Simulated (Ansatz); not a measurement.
## MgPdC₄N₄, before and after

Recipe of this trial structure of MgPdC₄N₄: two interpenetrating cyanide-bridged diamond nets (P-43m, No. 215). The dimensions are guesses.

start.xyz

```xyz
10
Lattice="5.9848 0.0000 0.0000 0.0000 5.9848 0.0000 0.0000 0.0000 5.9848" Properties=species:S:1:pos:R:3 pbc="T T T"
Mg    2.9924    2.9924    2.9924
Pd    0.0000    0.0000    0.0000
C     1.1189    1.1189    1.1189
C     1.1189    4.8659    4.8659
C     4.8659    1.1189    4.8659
C     4.8659    4.8659    1.1189
N     1.7944    1.7944    1.7944
N     1.7944    4.1904    4.1904
N     4.1904    1.7944    4.1904
N     4.1904    4.1904    1.7944
```

Level of theory: DFT PBE, scalar-relativistic, plane waves, PAW (Ansatz). Cutoff 420 eV, Gaussian smearing, Γ-centred meshes. Cell and atoms relax first on a coarse mesh and then on a finer one. In between, the cell is made exact in the group found at 0.06 Å. In metals the finer mesh still leaves noise of several meV/atom or more. The steps can't lower the symmetry of their start. Collinear spin is switched on along the way, since trial moments persisted in a coarse test.

end.xyz

```xyz
10
Lattice="6.0858 0.0000 0.0000 0.0000 6.0858 0.0000 0.0000 0.0000 6.0858" Properties=species:S:1:pos:R:3 pbc="T T T"
Mg    3.0429    3.0429    3.0429
Pd    0.0000    0.0000    0.0000
C     1.1863    1.1863    1.1863
C     1.1863    4.8995    4.8995
C     4.8995    1.1863    4.8995
C     4.8995    4.8995    1.1863
N     1.8611    1.8611    1.8611
N     1.8611    4.2247    4.2247
N     4.2247    1.8611    4.2247
N     4.2247    4.2247    1.8611
```

The symmetry stays P-43m (No. 215). The volume per atom grows by 5.1 %, from 21.4 to 22.5 Å³. The shortest distance stays 1.17 Å (C–N).

For MgPdC₄N₄, the volume per atom is 22.54 Å³, the density is 1.73 g/cm³ and the energy over the elements is +0.33 eV/atom. The gap on the 6×6×6 mesh of the 10-atom cell is 0 eV (a metal). The net moment per atom is 0.20 μB. The moment by site is Pd 0.8 μB.

The zero of energy is the elements' standard structures at the same level (N₂ as a molecule); no fitted shifts are applied. The separate elements lie lower, so it is unstable against them.

The last run used collinear spin and Gaussian smearing of 0.10 eV. The reference form of C is held partly by dispersion forces, which this level lacks. Another magnetic order may lie lower. A structure relaxed within its symmetry needn't be a true minimum. In all, the 3 runs took 4.2 min on 1 thread of Intel(R) Xeon(R) Platinum 8375C CPU @ 2.90GHz (Ice Lake) (shared host). Site moments count only spheres around the atoms; the net moment includes the space between them.
